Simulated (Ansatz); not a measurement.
## What a strained Bi₂Se₃ layer does to its nuclei

Cell: an entry of the Crystallography Open Database (COD), ions relaxed with PBE at fixed cell.

```
CELL_PARAMETERS angstrom
1.96496 1.13447 9.14266
-1.96496 1.13447 9.14266
0.00000 -2.26894 9.14266
ATOMIC_POSITIONS crystal
Bi 0.59732 0.59732 0.59732
Bi 0.40268 0.40268 0.40268
Se 0.79544 0.79544 0.79544
Se 0.20456 0.20456 0.20456
Se 0.00000 0.00000 0.00000
```

Atom numbers follow the list; atoms alike are taken as one site, whose name carries the number of the first.

All values are calculated (Ansatz; DFT, PBE, plane waves and PAW, scalar-relativistic, 420 eV cutoff, Γ-centred 14×14×14 k-points, Fermi–Dirac smearing 0.05 eV), not measured.

The cell is stretched along z (the third Cartesian axis of the run's cell), x and y held, and the ions relax again each time.

| strain along z (%) | Bi: V along z (10²¹ V/m²) | Se3: V along z (10²¹ V/m²) | Se5: V along z (10²¹ V/m²) |
| --- | --- | --- | --- |
| -3 | ? | ? | ? |
| -2 | 2.14 | 3.76 | 8.43 |
| -1 | 2.36 | 4.01 | 8.94 |
| 0 | 2.53 | 4.21 | 9.43 |
| +1 | 2.70 | 4.46 | 9.94 |
| +2 | 2.79 | 4.65 | 10.41 |
| +3 | 2.85 | 4.81 | 10.87 |

**Question.** Estimate the row at -3 % from the others.

**Answer.** Bi: 1.87; Se3: 3.46; Se5: 7.87. Worked for Bi: a straight line through the other 6 rows has a slope of 0.142 × 10²¹ V/m² per per cent of strain and gives 2.07 at -3 %, against 1.87 from the run; over all rows the step per per cent runs from 0.28 at the compressed end to 0.054 at the stretched end, so the response isn't a straight line. Worked for Se3: a straight line through the other 6 rows has a slope of 0.211 × 10²¹ V/m² per per cent of strain and gives 3.58 at -3 %, against 3.46 from the run; over all rows the step per per cent runs from 0.31 at the compressed end to 0.16 at the stretched end, so the response isn't a straight line.

At this cell the PBE pressure is 12 GPa, so with PBE the cell would grow if it were relaxed. The entry's cell may itself be off. With no gap above 0.1 eV, as in a metal, the gradients converge slowly in k; expect changes of a tenth or more on a denser mesh. Spin–orbit coupling is left out, which shifts gradients on Bi by a few per cent in wide-gap crystals, and can shift them far more where the calculated gap is small or absent, as here. Semilocal functionals make gaps too small and can close them, so the real compound need not be a metal.
